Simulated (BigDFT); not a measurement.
A self-consistent single point of Si(F)(Me)(SMe)2 (C₃H₉FS₂Si) with BigDFT.

Computed with LDA (Teter-Pade), Daubechies wavelet basis, HGH (Krack) norm-conserving potentials made for LDA, isolated boundary conditions run with BigDFT.

SMILES: CS[Si](C)(F)SC
```xyz
16

C      2.1538    -1.5990     0.5089
S      1.3310    -0.1666     1.2533
Si     0.3429     0.5751    -0.5788
C     -0.2023     2.3281    -0.2518
F      1.4083     0.5399    -1.7293
S     -1.1118    -0.7423    -1.2872
C     -2.2982    -0.7932     0.0980
H      2.7274    -2.0896     1.2638
H      2.9085    -1.2328    -0.2183
H      1.4300    -2.2672     0.0306
H     -0.9197     2.3395     0.5893
H     -0.7380     2.6895    -1.1276
H      0.5675     2.9945     0.0587
H     -1.7260    -1.1335     1.0655
H     -2.6842     0.1841     0.1845
H     -3.0337    -1.5403    -0.1090
```
Charge 0, spin multiplicity 1.

Reference input (self-consistent single point, DFT, LDA (Teter-Pade), Daubechies wavelet basis, HGH (Krack) norm-conserving potentials made for LDA, isolated boundary conditions): basis = Daubechies wavelets; dft.hgrids = 0.31 bohr; dft.rmult = 5 8; dft.ixc = 1; potentials = built-in HGH-K LDA; boundary_conditions = free; dft.gnrm_cv = 1e-04; dft.itermax = 80; dft.idsx = 6; dft.nrepmax = 3. This run's input differs from it in these lines:

```diff
@@ -3,3 +3,3 @@
   hgrids: 0.31
-  rmult: [5, 8]
+  rmult: [5, 4]
   ixc: 1
```

Output (repeated stretches shortened):

```
  #------------------------------------------------------------------- Self-Consistent Cycle
 Ground State Optimization:
 - Hamiltonian Optimization: &itrp001
   - Subspace Optimization: &itrep001-01
       Wavefunctions Iterations:
 iter:  1, EKS: -7.04268469388339611E+01, gnrm:  2.10E-01, D: -1.18E+00,
 iter:  2, EKS: -7.09317253831951859E+01, gnrm:  8.71E-02, D: -5.05E-01,
 iter:  3, EKS: -7.10147868382043725E+01, gnrm:  4.06E-02, D: -8.31E-02,
 iter:  4, EKS: -7.10418333246135774E+01, gnrm:  2.02E-02, D: -2.70E-02,
 iter:  5, EKS: -7.10485062598244923E+01, gnrm:  9.54E-03, D: -6.67E-03,
 iter:  6, EKS: -7.10503568108997428E+01, gnrm:  4.78E-03, D: -1.85E-03,
 iter:  7, EKS: -7.10507029042528586E+01, gnrm:  2.25E-03, D: -3.46E-04,
 iter:  8, EKS: -7.10507975707079851E+01, gnrm:  1.15E-03, D: -9.47E-05,
 iter:  9, EKS: -7.10508188740322595E+01, gnrm:  6.49E-04, D: -2.13E-05,
 iter:  10, EKS: -7.10508256928031443E+01, gnrm:  3.31E-04, D: -6.82E-06,
 iter:  11, EKS: -7.10508286132297258E+01, gnrm:  2.22E-04, D: -2.92E-06,
 iter:  12, EKS: -7.10508294197067158E+01, gnrm:  1.23E-04, D: -8.06E-07,
 iter:  13, EKS: -7.10508298227675823E+01, gnrm:  7.74E-05, D: -4.03E-07,
       -  &FINAL001  { #---------------------------------------------------------- iter: 14
 iter:  14, EKS: -7.10508299700504153E+01, gnrm:  7.74E-05, D: -1.47E-07,  #FINAL
        #Eigenvalues and New Occupation Numbers
       Orbitals: [
   [... 19 lines left out ...]
 Last Iteration                        : *FINAL001
  #---------------------------------------------------------------------- Forces Calculation
 Total electronic charge               :  43.999999118723
 Electric Dipole Moment (AU):
   P vector                            :  [ -5.590404E-01,  2.888603E-02,  3.548016E-01 ]
   norm(P)                             :  6.62755408E-01
 Electric Dipole Moment (Debye):
   P vector                            :  [ -1.420939E+00,  7.342096E-02,  9.018157E-01 ]
   norm(P)                             :  1.68455606E+00
 BigDFT infocode                       :  0
   [... lines left out ...]
 -  {H: [ 1.927125382482E-02,  8.815520618780E-03, -1.071445155343E-02]} # 0013
 -  {H: [-1.930077906659E-02,  1.481619015056E-02, -2.323048202546E-02]} # 0014
 -  {H: [-1.983988424001E-02,  2.217023333006E-02,  1.290891543095E-02]} # 0015
 -  {H: [-1.902693449451E-02, -1.099888291916E-02,  2.097288032579E-03]} # 0016
 Energy (Hartree)                      : -7.10508299700504153E+01
 Force Norm (Hartree/Bohr)             :  1.34809675427105702E-01
```

The run converged in 14 iterations. Against the reference run the free energy rises by 39.9 meV/atom and the largest force goes from 3.341 to 3.768 eV/Å.

The grid can part forces that symmetry would make equal. Forces above 1 eV/Å remain at this geometry. This run is one point of a test of settings, so its values need not be converged; read them against the reference run alone. The geometry comes from a cheaper method or was typed, in some cases with atoms then moved at random; it is not relaxed at this level, and the species need not be a known compound.

Cost on one core: about 100 core-seconds (a rough figure).
